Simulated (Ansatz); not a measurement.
Rb₂HgF₄:
```xyz
7
Lattice="-2.2464 2.2464 6.6549 2.2464 -2.2464 6.6549 2.2464 2.2464 -6.6549" Properties=species:S:1:pos:R:3 pbc="T T T"
Rb     0.0000     0.0000     4.8009
Rb     0.0000     0.0000     8.5089
Hg     0.0000     0.0000     0.0000
F      0.0000     0.0000     2.2058
F      0.0000     0.0000    11.1040
F      2.2464     0.0000     0.0000
F      0.0000     2.2464     0.0000
```

x, y and z are the axes in which the lattice vectors are written.

### Question
Give the high-frequency dielectric tensor and the Born effective charge tensors of the independent atoms from DFPT, the program Ansatz at the LDA level (PAW).

### Answer

ε∞:
```
2.74  0.00  0.00
0.00  2.74  0.00
0.00  0.00  2.52
```
Z* of atom 1 (Rb), rows: field, columns: displacement, in e:
```
1.18  0.00  0.00
0.00  1.18  0.00
0.00  0.00  1.36
```
Z* of atom 3 (Hg), rows: field, columns: displacement, in e:
```
2.52  0.00  0.00
0.00  2.52  0.00
0.00  0.00  2.19
```
Z* of atom 4 (F), rows: field, columns: displacement, in e:
```
-0.93   0.00   0.00
 0.00  -0.93   0.00
 0.00   0.00  -1.68
```
Z* of atom 6 (F), rows: field, columns: displacement, in e:
```
-2.04   0.00   0.00
 0.00  -0.99   0.00
 0.00   0.00  -0.77
```

Space group I4/mmm. The first step of the workflow began from a Materials Project structure, measured or hypothetical; the Crystallography Open Database copy checked does not list it. Whether it is the stable phase at ambient conditions was not checked. The LDA relaxation kept the symmetry of its start; phonons show weakly imaginary modes. Spin–orbit coupling is left out wherever it is not named.

Potentials: the later of the program's two PAW sets.
